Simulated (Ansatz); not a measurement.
**What DFT gives for Sc$_{2}$B$_{2}$O$_{7}$**

```xyz
11
Lattice="3.0531 3.9897 0.0000 3.0531 -3.9897 0.0000 0.9717 0.0000 -4.2875" Properties=species:S:1:pos:R:3 pbc="T T T"
O     2.2039    1.2576   -3.3713
O     4.8740    1.2576   -0.9162
O     4.8740   -1.2576   -0.9162
O     2.2039   -1.2576   -3.3713
O     0.4859    0.0000   -2.1438
O     2.6735    0.0000   -1.1971
O     4.4044    0.0000   -3.0905
Sc    3.0531   -1.5206    0.0000
Sc    3.0531    1.5206    0.0000
B     1.9413    0.0000   -2.5363
B     5.1366    0.0000   -1.7512
```

Method: r2SCAN, no spin polarisation; PAW, plane waves to 500 eV, 5×5×6 Γ-centred mesh, fermi-dirac occupations (width 0.1 eV) (Ansatz 0.2.0), atoms fixed.

- Electronic structure: It is a metal, with about 9 states/eV a cell as the mean within 0.25 eV of the Fermi level, mostly O p (97 %).
- Forces: The largest is on O6 (and as large on other atoms): 4.83 eV/Å, components (-2.34, 0.00, -4.22). It makes 0° with the line to a nearest neighbour, B10 at 1.53 Å, pointing towards it.
- Stress: The pressure is 10.9 GPa (compression positive), so with the atoms held at these fractions the cell would first expand; the forces are large, so a full relaxation may end otherwise. The principal stresses 5.9, 12.6, 14.0 GPa differ, so its shape would change too.

Origin: a known structure type with other elements, at an estimated volume, so it need not be a known compound. Caveats: many states at the Fermi level without spin polarisation, so a magnetic state may lie lower; atoms or cell far from equilibrium.
